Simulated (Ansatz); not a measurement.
Input and command of a calculation in Ansatz (plane waves; scalar-relativistic PAW potentials unless the input names others):

```yaml
crystal:
  lattice:
    - [2.7553660757, 0.0, 0.0]
    - [0.0, 2.7553660757, 0.0]
    - [0.0, 0.0, 2.7553660757]
  atoms:
    - { symbol: Zn, position: [0.0, 0.0, 0.0] }
    - { symbol: C, position: [0.5, 0.5, 0.5] }
basis:
  ecutwfc: 420
kpoints:
  mp_grid: { grid: [20, 20, 20], kspacing: 0.3 }
hamiltonian:
  xc: pbe
scf:
  occupations: { method: gaussian, width: 0.1 }
  max_iter: 80
output:
  forces: true
  eigenvalues: true
  stress: true
```

```bash
ansatz run input.yaml --threads 1 --pin off --max-ram 2560MiB --backend cpu --events-out ev --progress --plain --runs-dir out
```

**Question.** Will this input run?

**Answer.** The program refuses it, because of a mesh typed together with a spacing (kpoints.mp_grid.kspacing: not typed → 0.3). Without that key it is accepted.

Abridged log:
```
Error: invalid value for `kpoints.mp_grid.kspacing`: mutually exclusive with `grid` — set one or the other
```